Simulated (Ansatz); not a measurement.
# BaAg2As2: strain energy, fitted

BaAg2As2, I4/mmm, a = 4.584 Å, c = 11.410 Å. The structure is a COD entry; whether it is the stable form wasn't checked. Ansatz: PBE, PAW, 420 eV, Γ-centred 8×8×4 mesh on 10 atoms, Gaussian smearing 0.10 eV; no spin polarisation. Series: biaxial strain in the a-b plane, c and atoms relaxed; x is the strain in per cent. y is the free energy over the unstrained cell, V0 = 23.976 Å³/atom.

| x (%) | y (meV/atom) |
| --- | --- |
| -3.0 | ? |
| -1.5 | 2.05 |
| 0.0 | 0.00 |
| 1.5 | 2.15 |
| 3.0 | 8.36 |

Task: Fit y = c2 x² + c3 x³ to the other rows, turn c2 into a modulus, and predict the missing energy.

Result: Least squares on the rows shown. y = 0.9238 x² + 0.002096 x³. In eV per unit strain² c2 is 9.238; M is the biaxial modulus (E = M V0 ε²): 9.238 × 160.2 / (23.976) = 62 GPa. The unstrained cell keeps some stress along the strain, worth a slope of 0.06 meV/atom per %, which the form leaves out. At x = -3.0 the fit asked for gives 8.26 meV/atom. The run gave 8.64 meV/atom, so the fit is 0.38 meV/atom too low, 4.4 % of the span of the series, against an rms of 0.04 meV/atom on the fitted rows. The row lies outside the fitted range. With a term in x⁴ added, a fit to the same known rows (none to spare) predicts 7.56 meV/atom, further off still.